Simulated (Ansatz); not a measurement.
The start is a generated cell, BP built in the zincblende structure type. The cell and all atomic positions are relaxed at zero pressure with r2SCAN (plane waves to 500 eV, PAW, scalar-relativistic; Ansatz, an electronic-structure program). The first steps use a coarse 9×9×9 k-mesh.

Initial structure:
```
BP
1.0
    0.00000     2.29588     2.29588
    2.29588     0.00000     2.29588
    2.29588     2.29588     0.00000
P B
1 1
Direct
  0.75000   0.75000   0.75000
  0.00000   0.00000   0.00000
```

```json
{
 "initial_pressure": "-5.7 GPa (negative: the cell is under tension)",
 "outcome": "The space group stays F-43m (No. 216) (the run could not lower it); the end is zinc blende type, with 2 atoms in the primitive cell",
 "energy_released": "0.008 eV/atom",
 "volume_change": "-3.6 %, from 12.10 to 11.67 Å³/atom",
 "band_gap_at_the_end": "1.41 eV, indirect (valence top at Γ, conduction bottom at 83 % of the way from Γ to X) (no spin-orbit coupling)",
 "optimiser_moves": "3"
}
```

Final structure:

```cif
data_B4P4
_chemical_formula_sum 'P4 B4'
_space_group_name_H-M_alt 'F-43m'
_space_group_IT_number 216
_space_group_name_Hall 'F -4 2 3'
_cell_length_a 4.53664
_cell_length_b 4.53664
_cell_length_c 4.53664
_cell_angle_alpha 90.000
_cell_angle_beta 90.000
_cell_angle_gamma 90.000
loop_
_atom_site_label
_atom_site_type_symbol
_atom_site_symmetry_multiplicity
_atom_site_Wyckoff_symbol
_atom_site_fract_x
_atom_site_fract_y
_atom_site_fract_z
_atom_site_occupancy
P1 P 4 c 0.25000 0.25000 0.25000 1
B1 B 4 a 0.00000 0.00000 0.00000 1
```
(The calculation used a cell of 2 atoms; values per cell refer to that cell.)

Final values are on a 12×12×12 k-mesh of the relaxed cell. No spin polarisation in the result.

The run could not lose the symmetry of its start; a randomly shaken copy of 2 atoms returns to this structure.

All atoms sit on sites fixed by symmetry, so only the cell could relax.
